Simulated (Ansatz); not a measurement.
Re in space group P-6m2 (No. 187; Re on 2g, Re on 2h, Re on 1a, Re on 1f) at seven volumes, the program Ansatz at the r²SCAN level (PAW), shape and atoms relaxed at each. One row is withheld.

```json
[
 {"V (Å³/atom)": "13.370", "P (GPa)": "44.85"},
 {"V (Å³/atom)": "13.811", "P (GPa)": "27.44"},
 {"V (Å³/atom)": "14.251", "P (GPa)": "12.62"},
 {"V (Å³/atom)": "14.692", "P (GPa)": "-0.01"},
 {"V (Å³/atom)": "15.133", "P (GPa)": "-10.76"},
 {"V (Å³/atom)": "15.574", "P (GPa)": "-19.89"},
 {"V (Å³/atom)": "16.014", "P (GPa)": "?"}
]
```

**Question.** Fit the shown pressures and predict the withheld one.

**Answer.** P = (3/2)B₀(x^(7/2) − x^(5/2))[1 + (3/4)(B′ − 4)(x − 1)] with x = (V₀/V)^(2/3). Least squares on the six rows gives V₀ = 14.692 Å³/atom, B₀ = 387 GPa, B′ = 4.34. At V = 16.014, x = 0.9442 and P = -27.67 GPa. The run itself gave -27.64 GPa.

The start of the workflow was typed in or built on a structure type; neither database checked (COD, Materials Project) lists it. It is not the phase usual at ambient conditions (space group No. 194). The r²SCAN relaxation kept the symmetry of its start; its stability against distortions is not shown here. No spin polarisation was allowed. Scalar-relativistic: spin–orbit coupling is off unless named, which matters more the heavier the elements.

Potentials: the earlier of the program's two PAW sets.
